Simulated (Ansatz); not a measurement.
**Structure search: one Na6PS3 candidate**

These are results of Ansatz, DFT PBE, scalar-relativistic, plane waves, PAW, not measurements. Cutoff 420 eV, Gaussian smearing, Γ-centred meshes. Cell and atoms relax first on a coarse mesh and then on a finer one. In between, the cell is made exact in the group found at 0.06 Å. In metals the finer mesh still leaves noise of several meV/atom or more. The steps can't lower the symmetry of their start. No spin polarisation.

A trial structure of Na6PS3 was built thus: random cell by space group and Wyckoff sites (Im-3m, No. 229). The dimensions are guesses.

```
CELL_PARAMETERS angstrom
-3.76838 3.76838 3.76838
3.76838 -3.76838 3.76838
3.76838 3.76838 -3.76838
ATOMIC_POSITIONS crystal
Na 0.00000 0.26508 0.26508
Na 0.00000 0.73492 0.73492
Na 0.26508 0.00000 0.26508
Na 0.73492 0.00000 0.73492
Na 0.26508 0.26508 0.00000
Na 0.73492 0.73492 0.00000
P 0.00000 0.00000 0.00000
S 0.00000 0.50000 0.50000
S 0.50000 0.00000 0.50000
S 0.50000 0.50000 0.00000
```

Energies over the elements count from the elements' standard structures at the same level, with no fitted energy shifts. The references include black phosphorus.

Question: Describe the relaxed structure.

Answer: The symmetry stays Im-3m (No. 229). The volume per atom grows by 184.4 %, from 21.4 to 60.9 Å³. The shortest distance goes from 1.77 Å (Na–S) to 2.57 Å (Na–S). The energy falls by about 3.2 eV/atom (the start's value is from the coarse mesh). Conventional cell: a = 10.679 Å. Around Na lie 1 S at 2.57 Å and 1 P at 2.77 Å; around P lie 6 Na at 2.77 Å; S has 2 Na at 2.57 Å.

```cif
data_structure
_symmetry_space_group_name_H-M 'Im-3m'
_symmetry_Int_Tables_number 229
_cell_length_a 10.6787
_cell_length_b 10.6787
_cell_length_c 10.6787
_cell_angle_alpha 90.000
_cell_angle_beta 90.000
_cell_angle_gamma 90.000
_cell_volume 1217.73
loop_
_atom_site_label
_atom_site_type_symbol
_atom_site_symmetry_multiplicity
_atom_site_Wyckoff_symbol
_atom_site_fract_x
_atom_site_fract_y
_atom_site_fract_z
_atom_site_occupancy
Na1 Na 12 e 0.25925 0.00000 0.00000 1
P1 P 2 a 0.00000 0.00000 0.00000 1
S1 S 6 b 0.50000 0.00000 0.00000 1
```

Question: How does it come out in energy, and is it a metal?

Answer: The formation energy is +0.04 eV/atom and the gap on the 6×6×6 mesh of the 10-atom cell is 0 eV (a metal).

The separate elements lie lower, so it is unstable against them.

The last run used Gaussian smearing of 0.10 eV. An odd number of electrons in the primitive cell allows no gap without spin; a larger cell or a magnetic state could open one. The cell is a metal run without spin; a magnetic state may lie lower. The reference forms of P and S are held partly by dispersion forces, which this level lacks. A structure relaxed within its symmetry needn't be a true minimum.
